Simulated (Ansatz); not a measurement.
Input and command of a plane-wave DFT calculation in Ansatz:

```yaml
crystal:
  lattice:
    - [5.1622193977, 0.0, 0.0]
    - [0.0, 5.1622193977, 0.0]
    - [0.0, 0.0, 5.1622193977]
  atoms:
    - { symbol: Ta, position: [0.25, 0.0, 0.5] }
    - { symbol: Ta, position: [0.5, 0.75, 0.0] }
    - { symbol: Ta, position: [0.75, 0.0, 0.5] }
    - { symbol: Ta, position: [0.5, 0.25, 0.0] }
    - { symbol: Ta, position: [0.0, 0.5, 0.75] }
    - { symbol: Ta, position: [0.0, 0.5, 0.25] }
    - { symbol: Sb, position: [0.0, 0.0, 0.0] }
    - { symbol: Sb, position: [0.5, 0.5, 0.5] }
basis:
  ecutwfc: 500
kpoints:
  mp_grid: { grid: [8, 8, 8] }
hamiltonian:
  xc: r2scan
scf:
  occupations: { method: gaussian, width: 0.1 }
output:
  forces: true
  stress: true
  eigenvalues: true
  write_density: true
  write_potential: true
  elf: true
  volumetric_format: npy
```

```bash
ansatz run input.yaml --threads 2 --pin off --max-ram 5120MiB --backend cpu --events-out ev --progress --plain --runs-dir out
```

Processor: Oxide Virtual Turin-like Processor (Zen 5), 2 threads, on a host shared with other jobs.

Problem. How long does it run, and how much memory does it take?

Solution. About 23 s on 2 threads of Oxide Virtual Turin-like Processor (Zen 5), on a shared host, peak memory 0.86 GiB. It solves 65 bands at 35 k points (the mesh reduced by symmetry) with about 3431 plane waves, in 7 SCF iterations.
